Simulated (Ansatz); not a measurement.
MgO with Cs replacing Mg: gradients before and after relaxing the atoms

Start: a supercell of MgO (rock salt type, Fm-3m) built from a measured structure from the Crystallography Open Database (COD) (the entry's cell lengths or inner coordinates differ somewhat from later room-temperature determinations), with all atoms left at the host's positions.

Space group Fm-3m (No. 225); a = 12.6510 Å.

| site | Wyckoff | site symmetry | x | y | z |
| --- | --- | --- | --- | --- | --- |
| Cs | 4a | m-3m | 0.0000 | 0.0000 | 0.0000 |
| Mg2 | 48h | m.m2 | 0.1667 | 0.1667 | 0.0000 |
| Mg5 | 32f | .3m | 0.3333 | 0.1667 | 0.1667 |
| Mg15 | 24e | 4m.m | 0.5000 | 0.5000 | 0.3333 |
| O28 | 32f | .3m | 0.1667 | 0.1667 | 0.1667 |
| O30 | 24e | 4m.m | 0.5000 | 0.5000 | 0.1667 |
| O32 | 48i | m.m2 | 0.5000 | 0.3333 | 0.3333 |
| O41 | 4b | m-3m | 0.5000 | 0.5000 | 0.5000 |

One atom of each set is listed; the run and its k-mesh use a cell of 54 atoms with edges of 8.95, 8.95, 8.95 Å.

All values are calculated (Ansatz; DFT, PBE, plane waves and PAW, scalar-relativistic, 420 eV cutoff, Γ-centred 3×3×3 k-points, Fermi–Dirac smearing 0.01 eV, cell charge -1), not measured.

The largest force at the start is 9.4 eV/Å. Relaxing the ions at fixed cell moves them by 0.310 Å at most (atom 30, O) and 0.107 Å rms.

| site | moved (Å) | first shell before | first shell after | V_zz before (10²¹ V/m²) | η before |
| --- | --- | --- | --- | --- | --- |
| Cs | 0.000 | 6 O at 2.11 Å | 6 O at 2.42 Å | 0.00 | – |
| Mg2 | 0.025 | 6 O at 2.11 Å | 6 O at 2.09–2.15 Å | -0.36 | 0.38 |
| Mg15 | 0.067 | 6 O at 2.11 Å | 6 O at 1.87–2.11 Å | -0.69 | 0.00 |
| O28 | 0.002 | 6 Mg at 2.11 Å | 6 Mg at 2.11–2.12 Å | 0.019 | 0.00 |
| O30 | 0.310 | 5 Mg at 2.11 Å, 1 Cs at 2.11 Å | 5 Mg at 1.87–2.15 Å, 1 Cs at 2.42 Å | -4.45 | 0.00 |
| O32 | 0.001 | 6 Mg at 2.11 Å | 6 Mg at 2.09–2.11 Å | -0.67 | 0.09 |

Task: What are V_zz and η after the relaxation?

Result: 

```csv
site,V_zz after,η after,change of V_zz
Cs,0.00,–,0.00
Mg2,-0.72,0.75,-0.36
Mg15,-2.44,0.00,-1.75
O28,0.40,0.00,+0.38
O30,-6.44,0.00,-1.99
O32,-2.23,0.25,-1.56
```

The largest change of V_zz is on O30, from -4.45 to -6.44. On O32, Mg2 V_xx and V_yy change places (or their axes turn by over 50°), so the two values of η hide a larger change. Other sites with |V_zz| of 0.02 or less aren't listed.

The defect repeats with the cell of 54 atoms, so it feels its images: sites between two images don't show the values beside a lone defect, and zeros or small values of η there can come from the images' arrangement. A uniform background compensates the cell's charge.
Before: Without spin–orbit coupling (the program notes it for Cs) the gradients can shift somewhat, as the gap is small. With a gap of 0.7 eV on this mesh, small gradients can still move by 0.1 × 10²¹ V/m² or more as the k-mesh gets denser. The cell keeps the host's lattice, where the PBE pressure is 17 GPa (in a charged cell this depends on the convention for the mean potential). The neighbours have not yet relaxed around the defect (largest force 9.4 eV/Å), so the values at and beside it are those of a strained start, not of the defect in a real crystal.
After: The relaxation keeps the site symmetry m-3m of the start, so the impurity can't leave its site; a start off the site could end lower. Without spin–orbit coupling (the program notes it for Cs) the gradients are little affected as a rule: paired runs on crystals with a gap mostly move them by under 2 % at such atoms. The cell keeps the host's lattice, where the PBE pressure is 12 GPa (in a charged cell this depends on the convention for the mean potential).
